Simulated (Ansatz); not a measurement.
A relaxed cell of Sr is given with its symmetry left out. The cell was found from a structure generator's guess, not taken from experiment.

The calculation used Ansatz, DFT PBE, scalar-relativistic, plane waves, PAW. Cutoff 420 eV, Γ-centred mesh, Gaussian smearing, no spin polarisation.

```cif
data_structure
_symmetry_space_group_name_H-M 'P 1'
_symmetry_Int_Tables_number 1
_cell_length_a 6.6623
_cell_length_b 6.6623
_cell_length_c 6.6623
_cell_angle_alpha 60.000
_cell_angle_beta 60.000
_cell_angle_gamma 60.000
_cell_volume 209.10
loop_
_atom_site_label
_atom_site_type_symbol
_atom_site_fract_x
_atom_site_fract_y
_atom_site_fract_z
_atom_site_occupancy
Sr1 Sr 0.25000 0.25000 0.25000 1
Sr2 Sr 0.75000 0.75000 0.75000 1
Sr3 Sr 0.50000 0.50000 0.50000 1
```

Energies count from the standard state of Sr at the same level.

(1) Find its symmetry and describe it.

(2) How far does it lie from the standard state of Sr?

(3) Is it a metal?

## Answers

(1) Fm-3m (No. 225). Conventional cell: a = 9.422 Å. Around Sr on a site of symmetry -43m lie 4 Sr at 4.08 Å and 6 Sr at 4.71 Å; Sr on a site of symmetry m-3m is surrounded by 8 Sr at 4.08 Å.

(2) +0.41 eV/atom. So it is a metastable form at best.

(3) Yes, bands cross the Fermi level on the 10×10×10 mesh.

The last run used a 10×10×10 mesh for its 3-atom cell and Gaussian smearing of 0.10 eV. Symmetry constrained the relaxation, so the result can be a saddle point.
